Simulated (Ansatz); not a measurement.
The elements of this relaxed trial crystal are hidden behind letters.

```
lattice vectors (Å)
   3.6447    0.0000    0.0000
  -1.8223    3.1564    0.0000
   0.0000    0.0000   21.2974
fractional positions
X 0.3333 0.6667 0.0253
X 0.3333 0.6667 0.4747
X 0.6667 0.3333 0.5253
X 0.6667 0.3333 0.9747
Z 0.3333 0.6667 0.2500
Z 0.3333 0.6667 0.6269
Z 0.3333 0.6667 0.8731
Z 0.6667 0.3333 0.1269
Z 0.6667 0.3333 0.3731
Z 0.6667 0.3333 0.7500
```

These are results of Ansatz, DFT PBE, scalar-relativistic, plane waves, PAW, not measurements. The final run on the 10-atom cell used 420 eV, a Γ-centred 12×12×2 mesh, 0.10 eV smearing and no spin polarisation.

| Item | Value |
| --- | --- |
| Space group | P6_3/mmc (No. 194) |
| Conventional cell | a = 3.645 Å, c = 21.297 Å |
| Volume per atom | 24.50 Å³ |
| Density | 5.59 g/cm³ |
| Energy over the elements | +0.21 eV/atom |
| Gap on the 12×12×2 mesh of the 10-atom cell | 0 eV (a metal) |

Energies are uncorrected and count from the elements' standard states at the same level.

Q: X is a p-block element of period 3 and Z is a p-block element of period 5. Which elements are they?

A: X = Si, Z = Sn, so the formula is Si2Sn3. Density times volume gives a mean mass of 5.59 × 24.50/1.6605 = 82.5 u per atom, and this set has 82.5 u. Among the elements that the hints allow, noble gases aside, only these give it. Around Si lie 3 Si at 2.36 Å, 3 Sn at 3.02 Å and 1 Sn at 3.24 Å; around Sn on a site of symmetry -6m2 lie 6 Sn at 3.36 Å and 6 Sn at 3.64 Å; Sn on a site of symmetry 3m has 3 Si at 3.02 Å, 1 Si at 3.24 Å, 3 Sn at 3.36 Å and 6 Sn at 3.64 Å.

Symmetry constrained the relaxation, so the result can be a saddle point.
